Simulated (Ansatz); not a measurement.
# Phonon-limited resistivity of Ti$_{2}$Cd, calculated with Ansatz

Space group I4/mmm (No. 139), 3 atoms in the cell of the first input below: a = 6.938 Å, b = 6.938 Å, c = 6.938 Å, α = 156.56°, β = 156.56°, γ = 33.39°.

The structure is a measured one, not always of the ambient phase, relaxed without spin–orbit coupling to zero pressure (pressure 0.0 GPa with this functional, without spin–orbit coupling). Functional: PBEsol.

Input:

```yaml
crystal:
  lattice:
    - [-1.4096414007, 1.4096414007, 6.645876353]
    - [1.4096414007, -1.4096414007, 6.645876353]
    - [1.4096414007, 1.4096414007, -6.645876353]
  atoms:
    - { symbol: Ti, position: [0.3234299025, 0.3234299025, 0.0] }
    - { symbol: Ti, position: [0.6765700975, 0.6765700975, 0.0] }
    - { symbol: Cd, position: [0.0, 0.0, 0.0] }
basis:
  ecutwfc: 420
  ecutrho_ratio: 4
kpoints:
  mp_grid: { grid: [16, 16, 16] }
hamiltonian:
  xc: pbesol
scf:
  occupations: { method: methfessel_paxton, width: 0.2 }
output: {}
phonons:
  supercell: [2, 2, 2]
  qpath:
    path:
      - [[0.0, 0.0, 0.0], [0.0, 0.0, 0.5], [0.25, 0.25, 0.25], [0.0, 0.5, 0.0], [0.0, 0.0, 0.0], [0.5, 0.5, -0.5], [0.26124742, 0.73875258, -0.26124742]]
      - [[-0.26124742, 0.26124742, 0.26124742], [0.0, 0.0, 0.0]]
      - [[0.0, 0.0, 0.5], [-0.02249483, 0.02249483, 0.5]]
      - [[0.5, 0.5, -0.02249483], [0.5, 0.5, -0.5]]
    npoints: 6
  electrical_resistivity: { mesh: [32, 32, 32], temperatures: [50, 100, 200, 300, 500] }
  superconductivity: { mesh: [32, 32, 32], eliashberg_equations: false }
```

```bash
ansatz run input.yaml --threads 8 --pin off --max-ram 15360MiB --backend cpu --events-out ev --progress --plain --runs-dir out
```

Time: 27 min on 8 threads of Arm Neoverse V1, with other jobs on the host, peak memory 12 GiB.

λ_tr,xx from the finest mesh down: 0.400, 0.388, 0.250. The next coarser mesh moves the resistivity at 300 K by 12 % along the axis that moves most.

The run gives λ_tr,xx = 0.400 and a Drude plasma energy ħω_p,xx = 3.57 eV.

Task: Estimate the resistivity along x at 300 K from the high-temperature formula.

Result: ħ/τ = 2π λ_tr k_B T = 0.0650 eV and ρ = 1/(ε0 ω_p² τ) = 37.92 μΩ cm. The Boltzmann solution gives 32.06 μΩ cm, so the estimate is 18 % high.

```tsv
T (K)	ρ_xx (μΩ cm)	ρ_zz (μΩ cm)	formula, xx	R_H, field along x (10⁻¹¹ m³/C)	R_H, field along z (10⁻¹¹ m³/C)
50	0.92	1.13	6.32	133	-14.2
100	6.20	7.37	12.64	111	7.94
200	20.06	23.09	25.28	101	18.7
300	32.06	35.48	37.92	99.3	23.9
500	52.04	53.50	63.20	96.9	31.4
```

The sign of R_H depends on the direction of the field, so it shows no single kind of carrier. At 300 K the next coarser mesh moves R_H by up to 11 %.

At 50 K the solution is 0.15 times the linear formula, and at 500 K 0.82 times. The formula is meant for temperatures above the phonon energies and for bands that vary little within k_B T.

Caveats: not converged in the fine mesh; small supercell, couplings not converged in it.
